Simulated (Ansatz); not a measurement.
A generated cell, not matched to a known phase here, of Y3Ge: Pnma (No. 62), oP16, AFLOW prototype AB3_oP16_62_c_cd (D0_11, as in Fe3C); a = 7.721 Å, b = 9.268 Å, c = 6.361 Å, α = 90.00°, β = 90.00°, γ = 90.00°; Y 4c (0.030, 0.250, 0.867); Y 8d (0.177, 0.057, 0.350); Ge 4c (0.377, 0.250, 0.066). All values below come from r2SCAN (plane waves to 500 eV, PAW, scalar-relativistic; Ansatz, a quantum-chemistry and plane-wave program). Element references, the lowest calculated here: Ge (Fd-3m), Y (P6₃/mmc).

Total energies (eV/atom, σ → 0; comparable only within this code, potentials and settings):

| phase | E (eV/atom) |
|---|---|
| Y3Ge (Pnma) | -3971.088 |
| Ge (Fd-3m) | -4302.906 |
| Y (P6₃/mmc) | -3859.707 |

Task: What is the formation energy of this Pnma form of Y3Ge from the elements?

Result: E_f = -3971.088 − [3 × (-3859.707) + 1 × (-4302.906)] / 4 = -0.58 eV/atom (-2.3 eV per formula unit).

A lower structure of this composition may exist.

Static energies, no anion corrections, no zero-point energy. Values are rounded to 0.01 eV/atom. Not shown to be the ambient phase of their composition (a lower form may be missing, and a cell relaxed within its start's symmetry can be a saddle point): Y3Ge (Pnma). The compounds carry no spin polarisation.
